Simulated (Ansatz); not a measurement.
GaAs (zinc blende, F-43m), DFT-PBEsol in the program Ansatz with PAW potentials: ε∞ = 14.3, cell volume 45.30 Å³. Infrared-active transverse modes:

```tsv
ω_TO (cm⁻¹)	oscillator strength S_xx (e²/amu)
262.6	0.1240
```

Question: Compute the static dielectric constant.

Answer: Each mode adds (4.921e7/V) S/ω²: 1.95. So ε0 = 16.2.

Question: What LO frequency does the Lyddane–Sachs–Teller relation give?

Answer: ω_LO = ω_TO √(ε0/ε∞) = 280 cm⁻¹.

The cell was relaxed with PBEsol under the symmetry of its start; phonons on a q-mesh show no instability. Scalar-relativistic: spin–orbit coupling is off unless named, which matters more the heavier the elements.

Potentials: the later of the program's two PAW sets.
